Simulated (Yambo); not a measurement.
Yambo run on NaRhS2O8 (space group C2/m, No. 12). The wavefunctions come from this Quantum ESPRESSO step (PBEsol, PseudoDojo standard norm-conserving files, scalar-relativistic):

```
&CONTROL
  calculation = 'nscf'
  pseudo_dir = './pseudo'
  outdir = './out'
/
&SYSTEM
  ibrav = 0
  nat = 12
  ntyp = 4
  ecutwfc = 88.0
  ecutrho = 352.0
  occupations = 'fixed'
  force_symmorphic = .true.
  nbnd = 234
/
&ELECTRONS
  conv_thr = 1.2000000000000002e-08
  diago_full_acc = .true.
  diago_thr_init = 1e-08
/
ATOMIC_SPECIES
O 15.9990 O.upf
Na 22.9898 Na.upf
S 32.0600 S.upf
Rh 102.9055 Rh.upf
CELL_PARAMETERS angstrom
  3.986320000000  -2.617005000000   0.000000000000
  3.986320000000   2.617005000000   0.000000000000
 -0.357111000000   0.000000000000   7.209090000000
ATOMIC_POSITIONS crystal
O   0.283490000000   0.283490000000   0.389270000000
O   0.716510000000   0.716510000000   0.610730000000
O   0.244870000000   0.713570000000   0.210980000000
O   0.755130000000   0.286430000000   0.789020000000
O   0.286430000000   0.755130000000   0.789020000000
O   0.713570000000   0.244870000000   0.210980000000
O   0.256260000000   0.256260000000   0.042190000000
O   0.743740000000   0.743740000000   0.957810000000
Na   0.000000000000   0.000000000000   0.500000000000
S   0.366270000000   0.366270000000   0.215350000000
S   0.633730000000   0.633730000000   0.784650000000
Rh   0.000000000000   0.000000000000   0.000000000000
K_POINTS automatic
2 2 2 0 0 0
```

Yambo input:

```
rim_cut
gw0
dyson
el_el_corr
HF_and_locXC
ppa
em1d
RandQpts= 1000000
RandGvec= 1 Ry
EXXRLvcs= 88 Ry
VXCRLvcs= 352 Ry
Chimod= "HARTREE"
% BndsRnXp
 6 | 233 |
%
NGsBlkXp= 7 Ry
% LongDrXp
 1.0 | 1.0 | 1.0 |
%
PPAPntXp= 27.2114 eV
% GbndRnge
 1 | 233 |
%
GTermKind= "BG"
DysSolver= "n"
ExtendOut
% QPkrange
 1 | 1 | 43 | 44 |
 2 | 2 | 43 | 44 |
 3 | 3 | 43 | 44 |
 4 | 4 | 43 | 44 |
 5 | 5 | 43 | 44 |
 6 | 6 | 43 | 44 |
%
```

k points by index: 1 = Γ, 2 = (0, 0, -0.5), 3 = (0, -0.5, 0), 4 = (0, -0.5, -0.5), 5 = (-0.5, -0.5, 0), 6 = (-0.5, -0.5, -0.5).

Resulting energies as the program prints them:

```
#    K-point    Band    Eo [eV]    E [eV]    E-Eo [eV]    Vxc [eV]    Vnlxc [eV]    Sc|Eo [eV]    Sc|E [eV]    dSc/dw|Eo [eV]    Re(Z)    Im(Z)
#
    1    43    -0.449880    -1.205569    -0.755689    -21.90693    -27.73576    4.871149    5.073136    -7.271727    0.789119    -0.001471
    1    44    1.260248    2.803333    1.543085    -22.21521    -16.52641    -3.756330    -4.145709    -6.865992    0.798516    -0.001248
    2    43    -0.387333    -1.152879    -0.765546    -21.92796    -27.73028    4.832948    5.036772    -7.243471    0.789767    -0.001436
    2    44    1.257155    2.800079    1.542924    -22.19041    -16.49631    -3.762096    -4.151182    -6.861551    0.798620    -0.001245
    3    43    -0.025932    -0.778890    -0.752958    -22.06245    -27.81087    4.797779    4.995466    -7.142971    0.792077    -0.001308
    3    44    1.129458    2.652272    1.522815    -22.02787    -16.56337    -3.558859    -3.941691    -6.840422    0.799115    -0.001265
    4    43    0.000000    -0.751626    -0.751626    -22.12018    -27.86717    4.798034    4.995362    -7.142610    0.792086    -0.001299
    4    44    1.138648    2.655722    1.517074    -22.04089    -16.60451    -3.537844    -3.919308    -6.841772    0.799084    -0.001266
    5    43    -0.071651    -0.820668    -0.749017    -21.88320    -27.46239    4.634853    4.830174    -7.094624    0.793194    -0.001293
    5    44    1.683339    3.167004    1.483666    -22.42088    -17.28268    -3.273279    -3.654527    -6.991769    0.795578    -0.001493
    6    43    -0.087239    -0.833468    -0.746230    -21.86943    -27.43125    4.620956    4.815583    -7.095813    0.793166    -0.001294
    6    44    1.669940    3.157685    1.487745    -22.40964    -17.24126    -3.298743    -3.680642    -6.984507    0.795747    -0.001497
```
(The two width columns are left out.) Convergence of these settings isn't established.

Spin-orbit coupling is not included.

Geometry of the Materials Project entry, not relaxed at this level.

The structure is a Materials Project entry; no match was found in the copy of COD used, and its stability was not checked.
